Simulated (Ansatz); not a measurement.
Relaxing boron (diamond)

Level of theory: DFT, PBEsol, plane waves (420 eV) with PAW, scalar-relativistic (Ansatz). (PAW data from PBE, frozen cores regenerated.)

k-point mesh 13×13×13, Fermi-Dirac smearing 0.1 eV, no spin polarisation. Cell and atoms relax.

Starting structure:

```yaml
crystal:
  lattice:
    - [0.0, 2.0683080914, 2.0683080914]
    - [2.0683080914, 0.0, 2.0683080914]
    - [2.0683080914, 2.0683080914, 0.0]
  atoms:
    - { symbol: B, position: [0.125, 0.125, 0.125] }
    - { symbol: B, position: [0.875, 0.875, 0.875] }
hamiltonian:
  xc: pbesol
  pseudopotentials:
    kind: paw
    azcp:
      B: "pseudopotentials/B.paw.azcp"
basis:
  ecutwfc: 420
  fft_grid_basis: typed
kpoints:
  mp_grid: { grid: [13, 13, 13], shift: [0, 0, 0] }
magnetization:
  spin_polarized: false
scf:
  occupations: { method: fermi_dirac, width: 0.1 }
relax:
  max_steps: 60
  f_tol: 0.01
  cell: {}
```

Problem. The pressure at the start is -12.2 GPa. By how much does the volume change?

Solution. From 8.85 to 8.20 Å³ per atom, -7.3 %. The final cell has a = 4.033 Å.

Problem. How much energy does the relaxation gain?

Solution. 26.1 meV per atom.
